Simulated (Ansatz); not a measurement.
# Phonons of TiAl (P4/mmm)

```
CELL_PARAMETERS angstrom
2.76588 0.00000 0.00000
0.00000 2.76588 0.00000
0.00000 0.00000 4.00445
ATOMIC_POSITIONS crystal
Ti 0.00000 0.00000 0.00000
Al 0.50000 0.50000 0.50000
```

Unless marked otherwise, the numbers come from LDA, all-electron LAPW in Ansatz 0.2.0, scalar-relativistic. k mesh 14×14×10, Fermi-Dirac smearing of 0.100 eV, basis error target 1 meV/atom. The cell was relaxed by PAW under this functional, which moved its volume by -6 % from the database entry's.

Atoms are displaced by 0.01 Å in the smallest supercells that hold the wave vectors of a 2×2×2 mesh. Negative values stand for unstable modes.

Task: What are the phonon energies at the solved wave vectors, in meV?

Result: 

```csv
q,point,modes (meV)
0.000 0.000 0.000,Gamma,"33.84 (×2), 39.23"
0.500 0.000 0.000,X,"19.02, 27.48, 27.77, 33.44, 37.34, 39.40"
0.500 0.500 0.000,M,"35.11 (×2), 36.64, 38.73, 41.58 (×2)"
0.000 0.000 0.500,Z,"19.26, 22.99 (×2), 27.20 (×2), 36.82"
0.500 0.000 0.500,R,"19.90, 20.91, 26.34, 27.95, 41.62, 42.22"
0.500 0.500 0.500,A,"13.95, 33.52 (×2), 38.04 (×2), 39.17"
```

Task: Is the structure dynamically stable at these wave vectors?

Result: Yes, no mode is unstable there; wave vectors off this mesh aren't tested.

Task: How do the optical zone-centre modes decompose, and which are active?

Result: Point group 4/mmm: Γ_opt = Eu + A2u.

```csv
label,meV,activity,mostly
Eu,33.84,IR,Al (64 %)
A2u,39.23,IR,Al (64 %)
```

In a metal the activity is that of symmetry alone; free carriers screen the infrared modes.

Task: How well do frozen-core PAW files reproduce these all-electron values?

Result: With a cutoff of 420 eV and displacements of 0.0025 Å, the r.m.s. difference over the modes is 0.2 cm⁻¹; the largest difference is 112.1 (PAW) against 112.5 cm⁻¹ (LAPW).

Task: The cell is scaled evenly to 29.715 and 31.553 Å³ (from 30.634), with free atoms relaxed and the shape held, so these aren't the values under hydrostatic pressure. What are the mode Grüneisen parameters γ = −d ln ω/d ln V?

Result: For the highest mode, 359.4 cm⁻¹ in the small cell and 322.5 in the large one give γ ≈ 1.81. From the change of the dynamical matrix on each mode:

```
point   cm⁻¹     γ
Gamma  272.9  1.44
Gamma  316.4  1.93
    X  153.4  1.46
    X  221.7  1.47
    X  223.9  1.09
    X  269.7  1.59
    X  301.1  1.49
    X  317.8  1.78
    M  283.2  1.24
    M  295.5  1.03
    M  312.4  1.36
    M  335.3  1.85
    Z  155.3  1.84
    Z  185.4  1.37
    Z  219.4  1.37
    Z  297.0  1.57
    R  160.5  0.98
    R  168.7  1.20
    R  212.4  0.91
    R  225.4  1.15
    R  335.7  1.83
    R  340.5  1.81
    A  112.5  1.19
    A  270.4  1.63
    A  306.8  1.72
    A  315.9  1.30
```

Weighted by the modes' heat capacities at 300 K, the mean on this mesh is 1.43; it moves with the q mesh, and a coarse one overweights the zone boundary.

Limits of these numbers: responses of metals move with mesh and smearing; the frozen-core PAW files of the compared runs were fitted under PBE, their cores solved anew for this functional.
